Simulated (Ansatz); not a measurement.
The relaxed structure here is a generated cell of Al2O3: the first start was made by placing the elements on the sites of a structure type, and the end was not matched to a known phase here, so it may be hypothetical. Known forms of Al2O3 include space group No. 167.

A relaxed cell of Al2O3 (R32 (No. 155)), relaxed on a k-mesh at least as fine as the one used below. These are r2SCAN (plane waves to 500 eV, PAW, scalar-relativistic; Ansatz, a first-principles code) values and carry that method's errors. Γ-centred k-mesh 7×7×4 on the run's cell (coarser than for final values), Fermi–Dirac smearing 0.05 eV.

```xyz
10
Lattice="2.3323 1.3466 2.3636 -2.3323 1.3466 2.3636 0.0000 -5.3862 4.7271" Properties=species:S:1:pos:R:3 pbc="T T T"
O     -1.4143     0.0000     3.5453
O     -1.4143    -2.6931     5.9089
O      0.7071    -1.2248     3.5453
O      0.7071    -3.9179     5.9089
O      0.7071     1.2248     3.5453
O      0.7071    -1.4683     5.9089
Al     0.0000     0.0000     2.1280
Al     0.0000    -2.6931     4.4916
Al     0.0000     0.0000     4.9627
Al     0.0000    -2.6931     7.3262
```

The atoms are displaced by (Å):

```tsv
atom	ux	uy	uz
O1	0.015	0.095	-0.017
O2	0.043	0.028	0.022
O3	-0.015	0.149	0.012
O4	-0.041	0.055	0.042
O5	-0.053	0.040	-0.024
O6	-0.085	0.055	0.054
Al7	-0.204	0.038	0.074
Al8	0.077	-0.072	0.101
Al9	0.071	-0.102	0.105
Al10	0.007	0.088	-0.133
```

Problem. What forces (eV/Å) and pressure result?

Solution. 
```tsv
atom	Fx	Fy	Fz
O1	-1.94	-1.48	1.26
O2	-1.41	0.33	-0.58
O3	0.47	-3.05	1.14
O4	0.99	0.47	-1.55
O5	0.15	1.28	-0.24
O6	2.30	-1.54	1.03
Al7	2.86	0.52	-0.89
Al8	-1.07	1.31	-1.17
Al9	-2.56	4.76	-2.29
Al10	0.20	-2.59	3.29
```

Pressure +7.6 GPa.

Problem. Estimate the energy cost of the displacement in the harmonic approximation and compare with the calculation.

Solution. For a harmonic well ΔE = −½ Σ F·u = 1.728 eV a cell, or 173 meV/atom. The calculated energy relative to the undisplaced cell is +0.166 eV/atom, so the harmonic estimate holds well.

No spin polarisation in the result.

The run that gave the undisplaced cell could not lose the symmetry of its start; a randomly shaken copy of 10 atoms returns to this structure.
